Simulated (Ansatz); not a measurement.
# Fields on a plane of GaAs (zinc blende)

```yaml
crystal:
  lattice:
    - [0.00000, 2.82951, 2.82951]
    - [2.82951, 0.00000, 2.82951]
    - [2.82951, 2.82951, 0.00000]
  atoms:
    - { symbol: As, position: [0.75000, 0.75000, 0.75000] }
    - { symbol: Ga, position: [0.00000, 0.00000, 0.00000] }
```

The slice is a {100} plane (indices of the conventional cell) through the point (0.000, 0.000, 0.000) (fractional), spanned by u = [100] and v = [0 1 -1] in vectors of this cell: u (4.00 Å) and v (4.00 Å, at 90° to u). It covers one period; positions are fractions (u, v).

Atoms on it: Ga at (0.00, 0.00).

The numbers are results of PBEsol (plane waves to 420 eV, PAW, scalar-relativistic; Ansatz, a first-principles code), not measurements. k mesh 10×10×10. These are valence fields of a PAW run, semicore shells included where kept as valence: close to a nucleus they are smooth pseudo fields. GaAs was relaxed with its symmetry unable to fall.

```
|9987544333222222222333445789|
|8876544332222222222233445678|
|7765443332222222222233344567|
|6554433322222222222223334455|
|4444333222222212222222333444|
|4443332222211111112222233344|
|3333322221111111111122223333|
|3333222211111111111112222333|
|3322222111110000011111222223|
|2222222111000000000111222222|
|2222221111000000000111122222|
|2222221110000000000011122222|
|2222221110000000000011122222|
|2222211110000000000011112222|
|2222221110000000000011122222|
|2222221110000000000011122222|
|2222221111000000000111122222|
|2222222111000000000111222222|
|3322222111110000011111222223|
|3333222211111111111112222333|
|3333322221111111111122223333|
|4443332222211111112222233344|
|4444333222222212222222333444|
|6554433322222222222223334455|
|7765443332222222222233344567|
|8876544332222222222233445678|
|9987544333222222222333445789|
|9987644333222222222333446789|
```
Scale: ten equal steps from -1.73 (start of '0') to 1.72 (end of '9'), in the order '0123456789'. Values: log₁₀ of the valence density in e/Å³. The map has 28 points along u (one character each, u = 0 at the left) and 28 along v (v = 0 in the bottom row). The scale is logarithmic, as a density can span decades between atoms and voids.

```tsv
v \ u	0.00	0.11	0.21	0.32	0.43	0.54	0.64	0.75	0.86	0.96
0.86	0.13	0.22	0.27	0.38	0.37	0.36	0.38	0.30	0.25	0.14
0.71	0.37	0.36	0.27	0.13	0.09	0.09	0.11	0.22	0.35	0.37
0.57	0.52	0.43	0.21	0.06	0.02	0.02	0.04	0.15	0.37	0.51
0.43	0.52	0.43	0.21	0.06	0.02	0.02	0.04	0.15	0.37	0.51
0.29	0.37	0.36	0.27	0.13	0.09	0.09	0.11	0.22	0.35	0.37
0.14	0.13	0.22	0.27	0.38	0.37	0.36	0.38	0.30	0.25	0.14
0.00	x	x	0.27	0.46	0.52	0.51	0.52	0.29	0.13	x
```

Values: electron localisation function (ELF). Points within 0.5 Å of a nucleus are blanked (x), as the pseudised field means little there.
